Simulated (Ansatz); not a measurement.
Structure relaxation, Au

The start is a generated trial cell of Au in the AFLOW prototype A_oF8_70_a. A full variable-cell relaxation at zero pressure is run with PBEsol (plane waves to 420 eV, PAW, scalar-relativistic; Ansatz, a first-principles code). The first steps use a coarse 13×13×13 k-mesh.

Initial structure:
```
Au
1.0
    0.00000     2.60118     4.58258
    1.42442     0.00000     4.58258
    1.42442     2.60118     0.00000
Au
2
Cartesian
  0.71221   1.30059   2.29129
  0.00000   0.00000   0.00000
```

What pressure does the first self-consistent step give?

+3.9 GPa (positive: the cell is compressed).

By how much does the energy per atom fall from start to end?

0.05 eV/atom.

How does the volume change?

+1.5 %, from 16.98 to 17.24 Å³/atom.

How do the shortest distances between atoms change?

The closest pairs of elements (up to four, under 3.6 Å), start → end: Au–Au 2.73 → 2.82 Å.

What band gap does the relaxed structure have at this level?

Zero (metallic).

What does it relax into? Give the structure.


```cif
data_Au8
_chemical_formula_sum 'Au8'
_space_group_name_H-M_alt 'Fddd :1'
_space_group_IT_number 70
_space_group_name_Hall 'F 2 2 -1d'
_cell_length_a 2.81771
_cell_length_b 4.95469
_cell_length_c 9.87935
_cell_angle_alpha 90.000
_cell_angle_beta 90.000
_cell_angle_gamma 90.000
loop_
_atom_site_label
_atom_site_type_symbol
_atom_site_symmetry_multiplicity
_atom_site_Wyckoff_symbol
_atom_site_fract_x
_atom_site_fract_y
_atom_site_fract_z
_atom_site_occupancy
Au1 Au 8 a 0.00000 0.00000 0.00000 1
```
(The calculation used a cell of 2 atoms; values per cell refer to that cell.)

The space group stays Fddd (No. 70) (the run could not lower it); the end is AFLOW prototype A_oF8_70_a, with 2 atoms in the primitive cell. Final values are on a 19×19×19 k-mesh of the relaxed cell. No spin polarisation in the result.

The run could not lose the symmetry of its start, so the end can be a saddle point.

All atoms sit on sites fixed by symmetry, so only the cell could relax.

The relaxed structure here is a generated cell of Au: the first start was made by placing the elements on the sites of a structure type, and the end was not matched to a known phase here, so it may be hypothetical. Known forms of Au include space group No. 225.
